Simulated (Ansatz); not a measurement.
CdS:
```yaml
crystal:
  lattice:
    - [0.00000, 2.91218, 2.91218]
    - [2.91218, 0.00000, 2.91218]
    - [2.91218, 2.91218, 0.00000]
  atoms:
    - { symbol: S, position: [0.75000, 0.75000, 0.75000] }
    - { symbol: Cd, position: [0.00000, 0.00000, 0.00000] }
```

Relaxed with PBEsol. Special points in fractions of this cell's reciprocal vectors: Γ (0.000, 0.000, 0.000); X (0.500, 0.000, 0.500); U (0.625, 0.250, 0.625); K (0.375, 0.375, 0.750); L (0.500, 0.500, 0.500); W (0.500, 0.250, 0.750).

Question: List the band energies nearest the valence-band maximum at these points for PBEsol (plane waves, PAW; program Ansatz).

Answer: In eV from the valence-band maximum; about four levels below and three above (degenerate sets whole), none deeper than 8.9 eV; … stands for higher levels left out; points with the same levels are listed once.

```json
[
 {"k": "Γ", "below": "-7.25 -7.25 0.00 0.00 0.00", "above": "1.01 …"},
 {"k": "X", "below": "-6.80 -4.03 -1.92 -1.92", "above": "3.39 4.25 9.05"},
 {"k": "U", "below": "-6.66 -4.01 -2.60 -1.56", "above": "4.10 5.36 8.32"},
 {"k": "L", "below": "-6.86 -4.50 -0.77 -0.77", "above": "2.89 6.89 6.89"},
 {"k": "W", "below": "-6.60 -3.98 -2.33 -2.24", "above": "5.29 5.38 7.10"}
]
```

Space group F-43m (zinc blende). Symmetry was held in the PBEsol relaxation. Spin–orbit coupling is left out wherever it is not named.

Potentials: the later of the program's two PAW sets.
